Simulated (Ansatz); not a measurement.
A geometry of C away from equilibrium: step 18 of the relaxation of a generated cell, C built in the dhcp structure type. Calculation: r2SCAN (plane waves to 500 eV, PAW, scalar-relativistic; Ansatz, an electronic-structure program). Γ-centred k-mesh 17×17×5 on the run's cell, Fermi–Dirac smearing 0.05 eV.

```xyz
4
Lattice="1.7072 0.0000 0.0000 -0.8536 1.4785 0.0000 0.0000 0.0000 10.6764" Properties=species:S:1:pos:R:3:forces:R:3 pbc="T T T" free_energy=-989.635 pressure_GPa=8.7
C      0.0000     0.0000     0.0000    0.0000    0.0000    0.0000
C      0.0000     0.0000     5.3382    0.0000    0.0000    0.0000
C      0.0000     0.9857     2.6691    0.0000    0.0000    0.0000
C      0.8536     0.4928     8.0073    0.0000    0.0000    0.0000
```

Positions in Å, forces in eV/Å, free energy of the cell in eV (comparable only within this code, potentials and settings). Largest force: all forces are below 0.005 eV/Å; the geometry lies 0.09 eV/atom above the end of its relaxation.

No spin polarisation in the result.

The run could not lose the symmetry of its start.

All atoms sit on sites fixed by symmetry, so only the cell could relax.
